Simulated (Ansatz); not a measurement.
**AlRh3N, first-principles data**

AlRh₃N:
```cif
data_AlNRh3
_chemical_formula_sum 'Al1 Rh3 N1'
_space_group_name_H-M_alt 'P 1'
_space_group_IT_number 1
_cell_length_a 4.01024
_cell_length_b 4.01024
_cell_length_c 4.01024
_cell_angle_alpha 90.000
_cell_angle_beta 90.000
_cell_angle_gamma 90.000
loop_
_space_group_symop_operation_xyz
  'x, y, z'
loop_
_atom_site_label
_atom_site_type_symbol
_atom_site_fract_x
_atom_site_fract_y
_atom_site_fract_z
_atom_site_occupancy
Al1 Al 0.00000 0.00000 0.00000 1
Rh1 Rh 0.00000 0.50000 0.50000 1
Rh2 Rh 0.50000 0.00000 0.50000 1
Rh3 Rh 0.50000 0.50000 0.00000 1
N1 N 0.50000 0.50000 0.50000 1
```
The run is spin-polarised; directions of the spins, atom by atom: 0 0 0 0 0.

Space group Pm-3m (No. 221), anti-perovskite; conventional cell a = 4.0102 Å, b = 4.0102 Å, c = 4.0102 Å, α = 90.00°, β = 90.00°, γ = 90.00°.

Method: r²SCAN in the plane-wave PAW code Ansatz. Structure relaxed to zero pressure with the same functional. Other levels are named where they apply.

Cell and energy:

```
Quantity                                                       Value
-----------------------------------------------------  -------------
Volume per atom                                             12.90 Å³
Density                                                   9.00 g/cm³
Formation energy from the elements (no fitted shifts)  -0.16 eV/atom
```

Electronic structure:

```
Quantity                                                                     Value
------------------------------------  --------------------------------------------
Electronic character                                             metallic (no gap)
Density of states at the Fermi level  0.78 states/eV per atom (mean over ±0.08 eV)
```

Magnetism:

```
Item                       Value
--------------  ----------------
Magnetic order     ferromagnetic
Net moment      0.10 μB per atom
```

Mechanics:

```
Quantity                              Value
----------------------------------  -------
Bulk modulus (Birch–Murnaghan fit)  237 GPa
Pressure derivative B′                  4.8
```

Charges:

```
Item                                   Value
-------------  -----------------------------
Bader charges  Al +1.55, Rh -0.18, N -1.02 e
```

The start of the workflow was typed in or built on a structure type; neither database checked (COD, Materials Project) lists it. Whether it is the stable phase at ambient conditions was not checked. The cell was relaxed with r²SCAN under the symmetry of its start; whether a distortion lowers the energy is not shown. Magnetic state: ferromagnetic, the only order run, not a proven ground state. The volume moved by 18 % from the start of the relaxation. Other orbital occupations within this spin state were not tried. No Hubbard U is applied. The references are the lowest solids computed at this level, not always the standard phases (solids in place of the gases). Scalar-relativistic: spin–orbit coupling is off unless named, which matters more the heavier the elements.

Potentials: the later of the program's two PAW sets.
